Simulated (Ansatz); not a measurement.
This Bi2Te5 structure is the end of a relaxation. The cell was found from a structure generator's guess, not taken from experiment.

All numbers below come from DFT PBE, scalar-relativistic, plane waves, PAW (Ansatz 0.2.0). Cutoff 420 eV, Γ-centred mesh, Gaussian smearing, no spin polarisation.

```
Bi Te
1.0
     8.93356    0.00000    0.00000
     0.00000    8.93356    0.00000
     0.00000    0.00000    3.23607
Bi Te
2 5
Direct
  0.50000 0.00000 0.00000
  0.00000 0.50000 0.00000
  0.74009 0.74009 0.00000
  0.25991 0.25991 0.00000
  0.25991 0.74009 0.00000
  0.74009 0.25991 0.00000
  0.50000 0.50000 0.50000
```

Energies over the elements count from the elements' standard structures at the same level, with no fitted energy shifts.

Problem. Find its symmetry and describe it.

Solution. P4/mmm (No. 123). Conventional cell: a = 8.934 Å, c = 3.236 Å. Bi has 4 Te at 3.16 Å and 2 Bi at 3.24 Å; around Te on a site of symmetry m2m lie 2 Bi at 3.16 Å, 2 Te at 3.24 Å and 2 Te at 3.44 Å; around Te on a site of symmetry 4/mmm lie 2 Te at 3.24 Å and 8 Te at 3.44 Å.

Problem. What is its formation energy per atom?

Solution. +0.17 eV/atom. The separate elements lie lower, so it is unstable against them.

Problem. Is it a metal?

Solution. Yes, bands cross the Fermi level on the 4×4×12 mesh.

The last run used a 4×4×12 mesh (in the run's order of axes) for its 7-atom cell and Gaussian smearing of 0.10 eV. These runs have no spin–orbit coupling, which can matter for Bi and Te. The reference form of Te is held partly by dispersion forces, which this level lacks. A structure relaxed within its symmetry needn't be a true minimum.
